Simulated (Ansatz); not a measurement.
SrAs4Rh6:
```xyz
11
Lattice="7.2415 0.0000 0.0000 -3.6207 6.2713 0.0000 0.0000 0.0000 3.8361" Properties=species:S:1:pos:R:3 pbc="T T T"
Sr     0.0000     0.0000     0.0000
As     5.1701     1.1959     1.9181
As     2.0714     1.1959     1.9181
As     3.6207     3.8795     1.9181
Rh     2.1882     2.9175     0.0000
Rh     5.0533     2.9175     0.0000
Rh     3.6207     0.4363     0.0000
As     0.0000     4.1809     0.0000
Rh    -1.4245     5.0033     1.9181
Rh     1.4245     5.0033     1.9181
Rh     0.0000     2.5359     1.9181
```

Relaxed with r²SCAN. Special points in fractions of this cell's reciprocal vectors: Γ (0.000, 0.000, 0.000); M (0.500, 0.000, 0.000); K (0.333, 0.333, 0.000); A (0.000, 0.000, 0.500); L (0.500, 0.000, 0.500); H (0.333, 0.333, 0.500).

Problem. List the band energies nearest the Fermi level at these points for DFT-r²SCAN in the program Ansatz with PAW potentials.

Solution. In eV from the Fermi level; about four levels below and three above (degenerate sets whole), none deeper than 8.9 eV; points with the same levels are listed once.

```
k                          below           above
-  -----------------------------  --------------
Γ        -1.35 -0.78 -0.78 -0.62  1.06 1.06 1.63
M        -1.04 -0.66 -0.38 -0.16  0.22 0.56 1.65
K        -1.11 -0.90 -0.33 -0.12  0.52 0.68 1.08
A  -1.16 -1.16 -0.72 -0.72 -0.28  0.91 0.94 0.94
L        -1.53 -1.49 -1.42 -0.08  0.24 0.34 1.21
H        -1.76 -1.54 -0.56 -0.34  0.24 0.60 0.76
```

Space group P-6m2. The workflow started from an entry of the Crystallography Open Database (COD). Its standing as an ambient phase is unchecked. Symmetry was held in the r²SCAN relaxation; its stability against distortions is not shown here. No spin polarisation was allowed. Scalar-relativistic: spin–orbit coupling is off unless named, which matters more the heavier the elements.

Potentials: the later of the program's two PAW sets.
